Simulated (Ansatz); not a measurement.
AgCl (rock salt)

```xyz
2
Lattice="0.0000 2.8057 2.8057 2.8057 0.0000 2.8057 2.8057 2.8057 0.0000" Properties=species:S:1:pos:R:3 pbc="T T T"
Cl     0.0000     0.0000     0.0000
Ag     2.8057     2.8057     2.8057
```

The numbers are results of PBE (plane waves to 420 eV, PAW, scalar-relativistic; Ansatz, a program for electronic structure), not measurements. DFPT wavenumbers on a 10×10×10 k mesh, in cm⁻¹; i marks imaginary ones, q is in fractions of the reciprocal vectors of the cell shown, and the three acoustic modes at Γ are left out. The non-analytic (LO-TO) term is not included, so polar modes at Γ have their transverse values. AgCl was relaxed with its symmetry unable to fall.

Problem. Is the structure dynamically stable at Γ, L = (0.5, 0.0, 0.0), X = (0.5, 0.5, 0.0)?

Solution. No imaginary mode at these points (lowest 17 cm⁻¹ at L = (0.5, 0.0, 0.0)); other wave vectors were not tested.

Problem. List the wavenumbers at Γ, L = (0.5, 0.0, 0.0), X = (0.5, 0.5, 0.0), with degeneracies.

Solution. 
```
q                            wavenumbers (cm⁻¹)
-------------------  --------------------------
Γ                                       92 (×3)
L = (0.5, 0.0, 0.0)   17 (×2), 54 (×2), 93, 178
X = (0.5, 0.5, 0.0)  34 (×2), 51, 129 (×2), 166
```
